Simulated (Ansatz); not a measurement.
Relaxed GaAs (zinc blende):

```
GaAs
1.0
    0.00000     5.74607     5.74607
    2.87304     2.87304     5.74607
    2.87304     2.87304     0.00000
As Ga
2 2
Direct
  0.00000   0.75000   0.75000
  0.50000   0.75000   0.75000
  0.00000   0.00000   0.00000
  0.50000   0.00000   0.00000
```

The atoms are displaced by Q × the pattern below (from a DFPT mode at X = (0.5, 0.5, 0.0), largest move 1; Q in Å), at fixed cell. (q is in reciprocal vectors of the primitive cell; the cell shown is doubled to hold the pattern.)

```json
[
 {"atom": "As1", "x": "0.000", "y": "0.000", "z": "-1.000"},
 {"atom": "As2", "x": "0.000", "y": "0.000", "z": "1.000"}
]
```

Atoms not listed stay in place.

Method: PBE (plane waves to 420 eV, PAW, scalar-relativistic; Ansatz, a quantum-chemistry and plane-wave program). k mesh 10×10×10 (Γ-centred), Fermi-Dirac smearing 0.05 eV. Energies are smeared free energies. GaAs was relaxed with its symmetry unable to fall. The PAW data are Ansatz's earlier set. ΔE is measured from the undisplaced structure.

```tsv
Q (Å)	ΔE (meV/cell)
-0.180	380
-0.150	265
-0.120	170
-0.090	96
-0.060	withheld
-0.030	11
0.000	0
0.030	11
0.060	withheld
0.090	96
0.120	170
0.150	265
0.180	380
```

Q: Fit an even polynomial form (powers 2, 4) to the given rows and predict ΔE at Q = 0.060.

A: Least squares on the 11 given rows: ΔE = (11880)·Q² + (-4758)·Q⁴, in meV/cell with Q in Å; root-mean-square residual 0.2 meV/cell. At 0.060 the fit gives 43 meV/cell; the calculation gives 43 meV/cell, the same to the digits shown. The quadratic term alone would give 43 meV/cell.

(A displaced cell: forces are minus the slopes of the energy, force constants its curvatures, and phonons follow from these.)
